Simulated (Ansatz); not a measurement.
The relaxed structure here is a generated cell of Zr: the first start was made by placing the elements on the sites of a structure type, and the end was not matched to a known phase here, so it may be hypothetical. Known forms of Zr include space group No. 194.

A relaxed structure of Zr. Space group Pa-3 (No. 205). Method: PBEsol (plane waves to 420 eV, PAW, scalar-relativistic; Ansatz, a quantum-chemistry and plane-wave program).

```cif
data_Zr8
_chemical_formula_sum 'Zr8'
_space_group_name_H-M_alt 'P 1'
_space_group_IT_number 1
_cell_length_a 5.63376
_cell_length_b 5.63376
_cell_length_c 5.63376
_cell_angle_alpha 90.000
_cell_angle_beta 90.000
_cell_angle_gamma 90.000
loop_
_space_group_symop_operation_xyz
  'x, y, z'
loop_
_atom_site_label
_atom_site_type_symbol
_atom_site_fract_x
_atom_site_fract_y
_atom_site_fract_z
_atom_site_occupancy
Zr1 Zr 0.15015 0.15015 0.15015 1
Zr2 Zr 0.65015 0.34985 0.84985 1
Zr3 Zr 0.84985 0.65015 0.34985 1
Zr4 Zr 0.34985 0.84985 0.65015 1
Zr5 Zr 0.84985 0.84985 0.84985 1
Zr6 Zr 0.34985 0.65015 0.15015 1
Zr7 Zr 0.15015 0.34985 0.65015 1
Zr8 Zr 0.65015 0.15015 0.34985 1
```

```yaml
volume_per_atom: 22.35 Å³
band_gap: zero (metallic)
shortest_distances: Zr–Zr 2.93 Å
k-mesh: 8×8×8
```

No spin polarisation in the result.

The run could not lose the symmetry of its start: the end is stationary, and may be a saddle point rather than a minimum.
